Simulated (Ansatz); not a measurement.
# LaH20, one structure, two calculations

Cell: a computed structure from the Materials Project (it need not be an observed phase), its atoms then relaxed with PBE in this cell.

Space group R-3m:H (No. 166); a = 7.3108, c = 13.1063 Å, γ = 120.00°.

```
site  Wyckoff  site symmetry       x       y       z
  La       3a            -3m  0.0000  0.0000  0.0000
  H2       6c             3m  0.0000  0.0000  0.1713
  H4      18h             .m  0.8375  0.1625  0.4286
 H10      18h             .m  0.7922  0.5844  0.4707
 H16      18f             .2  0.1149  0.3333  0.3333
```

One atom of each set is listed; the run and its k-mesh use a cell of 21 atoms with edges of 6.07, 6.07, 6.07 Å.

First run. Method: Kohn–Sham DFT in Ansatz, PBE, plane waves and PAW, scalar-relativistic, 420 eV cutoff, Γ-centred 6×6×6 k-points, Fermi–Dirac smearing 0.05 eV.

```
site  V_zz (10²¹ V/m²)     η
  La             -31.6  0.00
  H2              0.21  0.00
  H4              2.34  0.11
 H10              1.95  0.18
 H16              3.06  0.02
```

Second run. The same atoms and settings, except that the cutoff is 550 eV.

Problem. Given the first result, estimate the second.

Solution. 

| site | V_zz | η | change of V_zz |
| --- | --- | --- | --- |
| La | -31.5 | 0.00 | +0.03 |
| H2 | 0.21 | 0.00 | 0.00 |
| H4 | 2.34 | 0.11 | 0.00 |
| H10 | 1.94 | 0.18 | -0.01 |
| H16 | 3.06 | 0.02 | 0.00 |

No V_zz moves by more than 0.03.

The run finds no gap above 0.1 eV (a metal, or nearly one), so the gradients can move by 10 % or more with the k-mesh. Without spin–orbit coupling (the program notes it for La) the gradients can shift somewhat, as the gap is small.
